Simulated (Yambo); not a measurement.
G0W0@LDA for NH4I (space group P4/nmm, No. 129) in Yambo. Reference settings: 2×2×2 Γ-centred k mesh, 227 bands and a 7 Ry block in the screening, 227 bands in G with the Bruneval-Gonze terminator, plasmon pole fitted at 27.2 eV. The LDA gap Γ → Γ on this mesh is 3.39 eV; G0W0 gaps are taken between the same points.

Gap (Γ → Γ) in eV against the number of bands and the screening block, terminator on:

```json
[
 {"bands (W and G)": "47", "2 Ry": "5.384", "3 Ry": "5.446", "4 Ry": "5.499", "6 Ry": "5.539", "7 Ry": "5.546"},
 {"bands (W and G)": "79", "2 Ry": "5.256", "3 Ry": "5.347", "4 Ry": "5.429", "6 Ry": "5.502", "7 Ry": "5.517"},
 {"bands (W and G)": "120", "2 Ry": "5.215", "3 Ry": "5.321", "4 Ry": "5.424", "6 Ry": "5.518", "7 Ry": "5.540"},
 {"bands (W and G)": "174", "2 Ry": "5.198", "3 Ry": "5.308", "4 Ry": "5.425", "6 Ry": "5.533", "7 Ry": "5.560"},
 {"bands (W and G)": "227", "2 Ry": "5.191", "3 Ry": "5.304", "4 Ry": "5.428", "6 Ry": "5.548", "7 Ry": "5.579"}
]
```

Rough cost of the Yambo step against the reference (shared machines):

| bands (W and G) | 2 Ry | 3 Ry | 4 Ry | 6 Ry | 7 Ry |
|---|---|---|---|---|---|
| 47 | 1/6 | 1/6 | 1/6 | 1/5 | 1/4 |
| 79 | 1/4 | 1/4 | 1/4 | 1/3 | 1/3 |
| 120 | 1/3 | 1/3 | 1/3 | 1/2 | ~1 |
| 174 | 1/2 | 1/2 | ~1 | ~1 | ~1 |
| 227 | ~1 | ~1 | ~1 | ~1 | 1 |

At the largest block the last step in bands moves the gap by 0.019 eV; at the most bands the last step in the block moves it by 0.031 eV.

Without spin-orbit coupling, band edges of such heavy elements can be off by tenths of an eV.

Geometry of the Materials Project entry, not relaxed at this level; primitive cell a = b = 6.149 Å, c = 4.414 Å, α = β = γ = 90.00°.

The structure is a Materials Project entry; no match was found in the copy of COD used, and its stability was not checked.

The distance between layers or molecules is the database entry's, not relaxed here. Functionals without dispersion can leave it too large, which widens gaps and weakens the response across layers: the numbers belong to this cell.
